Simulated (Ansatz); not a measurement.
## NaZn2P2HO8 — Zn-67 nuclear quadrupole resonance

Cell: a COD entry, ions relaxed with PBE at fixed cell.

```cif
data_NaZn2P2HO8
_symmetry_space_group_name_H-M 'P-1'
_symmetry_Int_Tables_number 2
_cell_length_a 5.1150
_cell_length_b 8.6210
_cell_length_c 8.7990
_cell_angle_alpha 96.940
_cell_angle_beta 100.440
_cell_angle_gamma 105.790
loop_
_atom_site_label
_atom_site_type_symbol
_atom_site_symmetry_multiplicity
_atom_site_Wyckoff_symbol
_atom_site_fract_x
_atom_site_fract_y
_atom_site_fract_z
Na Na 2 i 0.4144 0.1877 0.6930
Zn3 Zn 2 i 0.6733 0.3827 0.1067
Zn5 Zn 2 i 0.2225 0.1132 0.2626
H H 2 i 0.0849 0.5643 0.3757
P9 P 2 i 0.8437 0.2456 0.4214
P11 P 2 i 0.0911 0.2488 0.9398
O13 O 2 i 0.8725 0.3820 0.3206
O15 O 2 i 0.7903 0.3189 0.5843
O17 O 2 i 0.1129 0.1961 0.4533
O19 O 2 i 0.2729 0.2652 0.1108
O21 O 2 i 0.5898 0.0945 0.3481
O23 O 2 i 0.0665 0.0845 0.8394
O25 O 2 i 0.2745 0.3834 0.8687
O27 O 2 i 0.8022 0.2679 0.9461
```

One atom of each set is listed.

The numbers come from a DFT calculation in Ansatz (PBE, plane waves and PAW, scalar-relativistic, 420 eV cutoff, Γ-centred 4×3×3 k-points, Fermi–Dirac smearing 0.02 eV).

Zn-67: I = 5/2, Q = 122.0 mb (year-2017 value). Static lattice, zero field.

(1) At which frequencies do the Zn-67 NQR lines lie?

Answers

(1) For I = 5/2 and η = 0 the lines are 3|C_Q|/20 and twice that; η pulls their ratio below 2. At large η the states mix, and weaker lines appear at sums of the main ones; lines under 5 % of the strongest are left out.

| site | atoms | V_zz (10²¹ V/m²) | C_Q (MHz) | η | line frequencies (MHz) |
| --- | --- | --- | --- | --- | --- |
| Zn3 | 2 | -3.00 | -8.85 | 0.83 | 2.09, 2.41, 4.50 |
| Zn5 | 2 | 2.59 | 7.63 | 0.81 | 1.78, 2.08, 3.86 |
